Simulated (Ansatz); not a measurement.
WC (WC type, space group P-6m2)

```
CELL_PARAMETERS angstrom
      2.92196     0.00000     0.00000
     -1.46098     2.53050     0.00000
      0.00000     0.00000     2.84728
ATOMIC_POSITIONS crystal
  W  0.00000 0.00000 0.00000
  C  0.66667 0.33333 0.50000
```

The relaxed cell is deformed in two ways at once: its volume V is scaled, and at that volume it is stretched along z (the c axis of the conventional cell) so that c/a changes. Fractional atomic positions are held.

These are PBE (plane waves to 420 eV, PAW, scalar-relativistic; Ansatz, a first-principles code) values and carry that method's errors. k mesh 18×18×16 (Γ-centred), Fermi-Dirac smearing 0.05 eV. Compression counts positive. With partly filled bands, the response to shear is sensitive to the k mesh, so small differences along c/a are uncertain. Spin-orbit coupling is left out, though W is heavy. The PAW data are Ansatz's earlier set. WC is run without spin polarisation. WC was relaxed with its symmetry unable to fall.

At one point of the scan the stress tensor (GPa) is:

```
   16.1      0.0      0.0
    0.0     16.1      0.0
    0.0      0.0    -11.5
```

### Question
Which point is it?
A. V/V₀ = 1.000, (c/a)/(c/a)₀ = 1.080
B. V/V₀ = 0.980, (c/a)/(c/a)₀ = 1.040
C. V/V₀ = 0.960, (c/a)/(c/a)₀ = 1.080
D. V/V₀ = 1.040, (c/a)/(c/a)₀ = 1.040

### Answer
B, V/V₀ = 0.980, (c/a)/(c/a)₀ = 1.040

(A scan under strain: stresses follow from slopes of the energy per volume, elastic moduli from its curvatures.)
